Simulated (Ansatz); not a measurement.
A relaxation computed with Ansatz, from input to last step.

```yaml
crystal:
  lattice:
    - [1.6024039717, -4.8831166913, 0.0]
    - [1.6024039717, 4.8831166913, 0.0]
    - [0.0, 0.0, 7.3186113214]
  atoms:
    - { symbol: Ca, position: [0.2480460654, 0.7519539346, 0.25] }
    - { symbol: Ca, position: [0.7519539346, 0.2480460654, 0.75] }
    - { symbol: Ir, position: [0.0, 0.0, 0.0] }
    - { symbol: Ir, position: [0.0, 0.0, 0.5] }
    - { symbol: O, position: [0.92347904, 0.07652096, 0.25] }
    - { symbol: O, position: [0.07652096, 0.92347904, 0.75] }
    - { symbol: O, position: [0.6262631733, 0.3737368267, 0.4508681471] }
    - { symbol: O, position: [0.3737368267, 0.6262631733, 0.9508681471] }
    - { symbol: O, position: [0.3737368267, 0.6262631733, 0.5491318529] }
    - { symbol: O, position: [0.6262631733, 0.3737368267, 0.0491318529] }
basis:
  ecutwfc: 420
kpoints:
  mp_grid: { grid: [12, 12, 6] }
hamiltonian:
  xc: pbesol
scf:
  occupations: { method: gaussian, width: 0.1 }
output:
  forces: true
  stress: true
  eigenvalues: true
relax:
  adjacent_minimum: "off"
  f_tol: 0.01
  max_steps: 30
  cell: { stress_tol: 0.1, fix: [volume] }
```

```bash
ansatz run input.yaml --threads 2 --pin off --max-ram 5120MiB --backend cpu --events-out ev --progress --plain --runs-dir out
```

The calculation used Ansatz 0.2.0, DFT PBEsol, scalar-relativistic, plane waves, PAW.

The volume is held at 1.03 times that of the relaxed cell.

Of 5 frames 4 are shown, positions in Å and forces in eV/Å; the SCF threshold varies from step to step. Steps run on the plane waves of an earlier cell, with a Pulay correction in the pressure. The basis is chosen afresh for the last frame, the zero of the energies, and at times for earlier ones too; energy and pressure can step there, also at an unchanged geometry. Where two frames share a geometry here, they differ by under 2 meV/atom and 0.3 GPa.

```xyz
10
Lattice="1.6024 -4.8831 0.0000 1.6024 4.8831 0.0000 0.0000 0.0000 7.3186" Properties=species:S:1:pos:R:3:forces:R:3 pbc="T T T" step=1 free_energy_over_end_meV_per_atom=1.27 pressure_GPa=-5.99
Ca    1.6024    2.4606    1.8297    0.0000   -0.0647    0.0000
Ca    1.6024   -2.4606    5.4890    0.0000    0.0647    0.0000
Ir    0.0000    0.0000    0.0000    0.0000    0.0000    0.0000
Ir    0.0000    0.0000    3.6593    0.0000    0.0000    0.0000
O     1.6024   -4.1358    1.8297    0.0000   -0.1263    0.0000
O     1.6024    4.1358    5.4890    0.0000    0.1263    0.0000
O     1.6024   -1.2331    3.2997    0.0000    0.2650    0.0907
O     1.6024    1.2331    6.9590    0.0000   -0.2650    0.0907
O     1.6024    1.2331    4.0189    0.0000   -0.2650   -0.0907
O     1.6024   -1.2331    0.3596    0.0000    0.2650   -0.0907
10
Lattice="1.5958 -4.9232 0.0000 1.5958 4.9232 0.0000 0.0000 0.0000 7.2893" Properties=species:S:1:pos:R:3:forces:R:3 pbc="T T T" step=2 free_energy_over_end_meV_per_atom=0.17 pressure_GPa=-4.69
Ca    1.5958    2.4701    1.8223    0.0000   -0.0021    0.0000
Ca    1.5958   -2.4701    5.4669    0.0000    0.0021    0.0000
Ir    0.0000    0.0000    0.0000    0.0000    0.0000    0.0000
Ir    0.0000    0.0000    3.6446    0.0000    0.0000    0.0000
O     1.5958   -4.1758    1.8223    0.0000    0.0317    0.0000
O     1.5958    4.1758    5.4669    0.0000   -0.0317    0.0000
O     1.5958   -1.2254    3.2871    0.0000    0.0025    0.0255
O     1.5958    1.2254    6.9317    0.0000   -0.0025    0.0255
O     1.5958    1.2254    4.0022    0.0000   -0.0025   -0.0255
O     1.5958   -1.2254    0.3575    0.0000    0.0025   -0.0255
10
Lattice="1.6004 -4.9047 0.0000 1.6004 4.9047 0.0000 0.0000 0.0000 7.2956" Properties=species:S:1:pos:R:3:forces:R:3 pbc="T T T" step=3 free_energy_over_end_meV_per_atom=0.02 pressure_GPa=-4.80
Ca    1.6004    2.4632    1.8239    0.0000   -0.0195    0.0000
Ca    1.6004   -2.4632    5.4717    0.0000    0.0195    0.0000
Ir    0.0000    0.0000    0.0000    0.0000    0.0000    0.0000
Ir    0.0000    0.0000    3.6478    0.0000    0.0000    0.0000
O     1.6004   -4.1591    1.8239    0.0000    0.0163    0.0000
O     1.6004    4.1591    5.4717    0.0000   -0.0163    0.0000
O     1.6004   -1.2210    3.2940    0.0000   -0.0015    0.0032
O     1.6004    1.2210    6.9418    0.0000    0.0015    0.0032
O     1.6004    1.2210    4.0016    0.0000    0.0015   -0.0032
O     1.6004   -1.2210    0.3538    0.0000   -0.0015   -0.0032
10
Lattice="1.5997 -4.9045 0.0000 1.5997 4.9045 0.0000 0.0000 0.0000 7.2990" Properties=species:S:1:pos:R:3:forces:R:3 pbc="T T T" step=5 free_energy_over_end_meV_per_atom=0.00 pressure_GPa=-4.81
Ca    1.5997    2.4606    1.8247    0.0000   -0.0029    0.0000
Ca    1.5997   -2.4606    5.4742    0.0000    0.0029    0.0000
Ir    0.0000    0.0000    0.0000    0.0000    0.0000    0.0000
Ir    0.0000    0.0000    3.6495    0.0000    0.0000    0.0000
O     1.5997   -4.1593    1.8247    0.0000    0.0046    0.0000
O     1.5997    4.1593    5.4742    0.0000   -0.0046    0.0000
O     1.5997   -1.2218    3.2959    0.0000    0.0044    0.0010
O     1.5997    1.2218    6.9454    0.0000   -0.0044    0.0010
O     1.5997    1.2218    4.0030    0.0000   -0.0044   -0.0010
O     1.5997   -1.2218    0.3536    0.0000    0.0044   -0.0010
```

The run took 74 s on 2 threads of Intel(R) Xeon(R) 6975P-C (Granite Rapids), on a shared host, peak memory 1 GiB.

Spin–orbit coupling is left out, which can shift energies with elements as heavy as these. Spin polarisation was left out, and a magnetic state may lie lower.